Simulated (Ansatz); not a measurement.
What does Ansatz print for the nuclei with this input?

The cell is a COD entry (the cell was measured well above room temperature) whose atoms were relaxed with PBE, the cell held.

```yaml
crystal:
  lattice:
    - [4.9877, 0.0, 0.0]
    - [0.0, 4.9877, 0.0]
    - [0.0, 0.0, 6.9697]
  atoms:
    - { symbol: Si, position: [0.3033703346, 0.3033703346, 0.0] }
    - { symbol: Si, position: [0.1966296654, 0.8033703346, 0.25] }
    - { symbol: Si, position: [0.6966296654, 0.6966296654, 0.5] }
    - { symbol: Si, position: [0.8033703346, 0.1966296654, 0.75] }
    - { symbol: O, position: [0.2375624191, 0.112870677, 0.1832718655] }
    - { symbol: O, position: [0.387129323, 0.7375624191, 0.4332718655] }
    - { symbol: O, position: [0.7624375809, 0.887129323, 0.6832718655] }
    - { symbol: O, position: [0.612870677, 0.2624375809, 0.9332718655] }
    - { symbol: O, position: [0.7375624191, 0.387129323, 0.5667281345] }
    - { symbol: O, position: [0.887129323, 0.7624375809, 0.3167281345] }
    - { symbol: O, position: [0.2624375809, 0.612870677, 0.0667281345] }
    - { symbol: O, position: [0.112870677, 0.2375624191, 0.8167281345] }
kpoints:
  mp_grid: { grid: [5, 5, 4] }
scf:
  occupations: { method: fermi_dirac, width: 0.02 }
hamiltonian:
  xc: r2scan
  pseudopotentials: { kind: paw }
output:
  forces: true
  stress: true
  populations: true
  efg: { quadrupole_moments_barn: { O: -0.02558 }, contact_densities: true }
  write_density: true
  write_potential: true
  elf: true
  volumetric_format: npy
```

```sh
ansatz run input.yaml --threads 1 --pin off --max-ram 2560MiB --backend cpu --events-out ev --progress --plain --runs-dir out
```

Of the output, the block on the nuclei alone is shown; the set-up, the SCF iterations, energies, forces and stress are cut. One atom of each set with nearly equal values is shown.

```
--- PAW observables at the nuclei: V_zz in 10²¹ V/m², potentials from the cell's mean, atoms counted from 1 ---
  atom   1  Si V_zz =    -0.370772   η = 0.6963   by run symmetry: allowed
            electrostatic potential = -1352.595566 V   contact ρ = 12779.703178 e/Å³
  atom   5  O  V_zz =    +9.400174   η = 0.1799   by run symmetry: allowed   C_q = -5.8142 MHz
            electrostatic potential = -617.882804 V   contact ρ = 2148.594701 e/Å³
```

The run took 35 s of wall time (35 s of CPU time) and 0.72 GiB at its peak, on 1 thread of Arm Neoverse V2 (aarch64; 8 cores open to the job, memory cap 2.5 GiB, no GPU), a shared host with a load of 0.7 a core.

The largest force is 0.3 eV/Å, so the atoms aren't at the calculated equilibrium and relaxing them would move these values.
